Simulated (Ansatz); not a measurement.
PbS:
```yaml
crystal:
  lattice:
    - [0.00000, 3.00435, 3.00435]
    - [3.00435, 0.00000, 3.00435]
    - [3.00435, 3.00435, 0.00000]
  atoms:
    - { symbol: Pb, position: [0.00000, 0.00000, 0.00000] }
    - { symbol: S, position: [0.50000, 0.50000, 0.50000] }
```

PBE in the plane-wave PAW code Ansatz gives a gap of 0.49 eV without spin–orbit coupling, maximum at L, minimum at L.

Task: What happens when spin–orbit coupling is switched on?

Result: The gap closes at this level.

Task: Give the Z2 indices of the occupied bands with spin–orbit coupling.

Result: 0;(000).

Space group Fm-3m (rock salt). The cell was relaxed with PBE under the symmetry of its start; of distortions, only those at the zone centre were tested.

Potentials: the later of the program's two PAW sets.
